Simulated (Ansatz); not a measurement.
# Ag: computed property card

Ag:
```
Ag
1.0
    5.32924     0.00000     0.00000
   -2.66462     4.61525     0.00000
    0.00000     0.00000     5.20029
Ag
7
Cartesian
  0.00000   0.00000   1.31571
  0.00000   0.00000   3.88458
  0.00000   3.07684   2.60014
  2.66462   1.53842   2.60014
 -1.33231   2.30763   0.00000
  2.66462   0.00000   0.00000
  1.33231   2.30763   0.00000
```

Space group P6/mmm (No. 191); conventional cell a = b = 5.329 Å, c = 5.200 Å, α = β = 90.00°, γ = 120.00°.

Method: DFT-r²SCAN in the program Ansatz with PAW potentials. Geometry: relaxed at this level of theory. Other levels are named where they apply.

### Cell and energy

| Quantity | Result |
|---|---|
| Volume per atom | 18.27 Å³ |
| Density | 9.80 g/cm³ |

### Electronic structure

| Property | Value |
|---|---|
| Electronic character | metallic (no gap) |
| Density of states at the Fermi level | 0.27 states/eV per atom (mean over ±0.08 eV) |
| Gap with spin–orbit coupling | none (metallic) |

### Mechanics

| Quantity | Result |
|---|---|
| Bulk modulus (Birch–Murnaghan fit) | 91.8 GPa |
| Pressure derivative B′ | 5.7 |
| Elastic constants (relaxed ions, GPa) | C11 = 140, C12 = 81.1, C13 = 52.8, C33 = 174, C44 = -72.8 |
| Mechanical stability | unstable (C has a negative eigenvalue) |

The start of the workflow was typed in or built on a structure type; neither database checked (COD, Materials Project) lists it. It is not the phase usual at ambient conditions (space group No. 225). Symmetry was held in the r²SCAN relaxation. The run is not spin-polarised. As this level gives no gap, shear constants depend on the k-mesh and smearing (Fermi–Dirac, 0.1 eV here). Axis ratios of metals converge slowly with the k-mesh, so a and c are less sure than the volume. Spin–orbit coupling is left out wherever it is not named.

Potentials: the later of the program's two PAW sets.
